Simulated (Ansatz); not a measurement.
PtS2 (CdI2 type)

```xyz
3
Lattice="3.5525 0.0000 0.0000 -1.7762 3.0765 0.0000 0.0000 0.0000 5.1275" Properties=species:S:1:pos:R:3 pbc="T T T"
Pt     0.0000     0.0000     0.0000
S      0.0000     2.0510     1.2259
S      1.7762     1.0255     3.9016
```

In this cell atom 2 (S, nearest neighbour Pt at 2.389 Å; its periodic images, 3.6 Å or more away, move with it) is moved by s towards the nearest neighbour, unit vector (-0.743, 0.429, -0.513); all other atoms and the cell stay fixed.

These are r2SCAN+rVV10 (plane waves to 500 eV, PAW, scalar-relativistic; Ansatz, an electronic-structure program) values and carry that method's errors. k mesh 9×9×5 (Γ-centred), Fermi-Dirac smearing 0.05 eV. E stands for the smeared free energy. As the smearing reaches across the gap at some points, energies and forces of such displacements shift with the k mesh and the smearing. PtS2 is run without spin polarisation. PtS2 was relaxed with its symmetry unable to fall. Spin-orbit coupling is left out, though Pt is heavy. The PAW data are Ansatz's earlier set. ΔE is measured from the undisplaced structure. The last digit holds for this mesh only.

```tsv
s (Å)	ΔE (meV/cell)
-0.480	665.9
-0.384	479.5
-0.288	withheld
-0.192	150.7
-0.096	42.2
0.000	0.0
0.096	53.4
0.192	241.6
0.288	618.0
0.384	1256.9
0.480	2263.7
```

**Question.** Fit a polynomial form (powers 2, 3, 4) to the given rows and predict ΔE at s = -0.288.

**Answer.** Least squares on the 10 given rows: ΔE = (5011)·s² + (7140)·s³ + (5850)·s⁴, in meV/cell with s in Å; root-mean-square residual 9.04 meV/cell. At -0.288 the fit gives 285.3 meV/cell; the calculation gives 302.6 meV/cell, so the interpolation is off by -17.3 (-5.7 %). The quadratic term alone would give 415.6 meV/cell.

(A displaced cell: forces are minus the slopes of the energy, force constants its curvatures, and phonons follow from these.)
